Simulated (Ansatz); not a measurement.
NbCuN2:
```yaml
crystal:
  lattice:
    - [1.56068, 0.90106, 5.76670]
    - [-1.56068, 0.90106, 5.76670]
    - [0.00000, -1.80212, 5.76670]
  atoms:
    - { symbol: Nb, position: [0.50000, 0.50000, 0.50000] }
    - { symbol: Cu, position: [0.00000, 0.00000, 0.00000] }
    - { symbol: N, position: [0.10530, 0.10530, 0.10530] }
    - { symbol: N, position: [0.89470, 0.89470, 0.89470] }
```

The program Ansatz at the PBEsol level (PAW) gives a gap of 0.14 eV without spin–orbit coupling, maximum at T, minimum at L.

Question: What happens when spin–orbit coupling is switched on?

Answer: The gap drops by 0.04 eV, to 0.10 eV; maximum at T, minimum at L.

Question: Give the electron effective mass with spin–orbit coupling.

Answer: 0.12, 0.29, 1.0 mₑ (principal values).

Question: Give the hole effective mass with spin–orbit coupling.

Answer: 0.17, 0.17, 0.54 mₑ (principal values).

Space group R-3m. The start of the workflow was typed in or built on a structure type; neither database checked (COD, Materials Project) lists it. Whether it is the stable phase at ambient conditions was not checked. The PBEsol relaxation kept the symmetry of its start; its stability against distortions is not shown here. The workflow began spin-polarised and lost its moments.

Potentials: the earlier of the program's two PAW sets. The files were generated under PBE; for other functionals the program regenerates the frozen cores, and for LDA and PBEsol the local potential too.
